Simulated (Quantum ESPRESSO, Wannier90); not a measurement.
## In₂Te₃ (R-3m): Wannier90 run

```xyz
5
Lattice="-2.1741 3.7657 0.0000 -4.3482 0.0000 0.0000 -2.1741 1.2552 9.7890" Properties=species:S:1:pos:R:3 pbc="T T T"
In    -2.1741     1.2552    -1.9787
In     2.1741    -1.2552     1.9787
Te     2.1741    -1.2552    -3.4902
Te    -2.1741     1.2552     3.4902
Te     0.0000     0.0000     0.0000
```

Materials Project entry mp-1068510; symmetrised, unrelaxed at this level. Not found in the COD (Crystallography Open Database) copy used, which has the formula in other groups; not checked further. Level: PBEsol, no spin polarisation, no spin-orbit coupling; pw.x of Quantum ESPRESSO at 66 Ry with PseudoDojo potentials, 6×6×6 k-points, Wannier90. Density: 8×8×8 mesh, cold smearing 0.01 Ry. Spin-orbit coupling is left out although heavy elements are present.

Bands 26-28 form an isolated set from -11.82 to -10.01 eV relative to the Fermi level (on the path) and are turned into 3 Wannier functions by minimising the spread from the start: atomic waves Te 5s.

Problem. Where do the functions sit, how wide are they and what are they made of?

Solution. 
| functions | spread (Å²) | nearest atom, distance (Å) | second atom, distance (Å) | weight on atomic waves |
|---|---|---|---|---|
| 2 | 1.98 | Te 0.17 | In 2.85 | Te 5s 76 %, In 5p 14 %, In 5s 5 % |
| 1 | 1.95 | Te 0.00 | In 3.20 | Te 5s 77 %, In 5p 17 % |

Ω_I = 5.91 Å², Ω_total = 5.92 Å²; the interpolated bands follow pw.x to 0.2 meV rms on the path. Only this start was tried; a symmetric start can stop on a saddle, and mixtures of these functions could lower the total by at most Ω_total − Ω_I.
